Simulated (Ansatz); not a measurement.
BN in space group P6_3/mmc (No. 194; B on 2c, N on 2d), a = 2.499 Å, b = 2.499 Å, c = 6.601 Å, α = 90.00°, β = 90.00°, γ = 120.00°.

Relaxed with r²SCAN+D4. DFT-r²SCAN+D4 in the program Ansatz with PAW potentials gives a gap of 4.79 eV.

Problem. What gap does HSE06 give on the same cell (Ansatz, PAW)?

Solution. 5.54 eV, 0.76 eV more. The hybrid was solved on a coarser mesh and at special points; its gap is the smallest among all of these.

| k | v1 r²SCAN+D4 | c1 r²SCAN+D4 | v1 HSE06 | c1 HSE06 |
|---|---|---|---|---|
| Γ | -1.35 | 5.63 | … | … |
| A | -1.37 | 8.16 | … | … |
| K | -0.13 | 5.50 | -0.13 | 6.27 |
| H | -0.05 | 5.26 | … | … |
| M | -0.48 | 4.79 | -0.52 | 5.54 |
| L | -0.98 | 5.27 | … | … |

Problem. Top valence (v1) and lowest conduction level (c1) in eV from each method's valence maximum (which need not be a listed point): supply the withheld HSE06 values.

Solution. 
- Γ, v1 HSE06: -1.58
- Γ, c1 HSE06: 6.42
- L, v1 HSE06: -1.05
- L, c1 HSE06: 6.04
- A, v1 HSE06: -1.61
- A, c1 HSE06: 9.02
- H, v1 HSE06: -0.05
- H, c1 HSE06: 6.02

Cost on shared cores: the r²SCAN+D4 run (SCF on a 13×13×4 mesh, then bands and DOS) roughly 17 core-seconds, the HSE06 run (SCF on 9×9×3, then a few points) about 120 core-seconds (a rough figure); the tasks are unlike.

The cell was relaxed with r²SCAN+D4 under the symmetry of its start.

Potentials: the later of the program's two PAW sets.
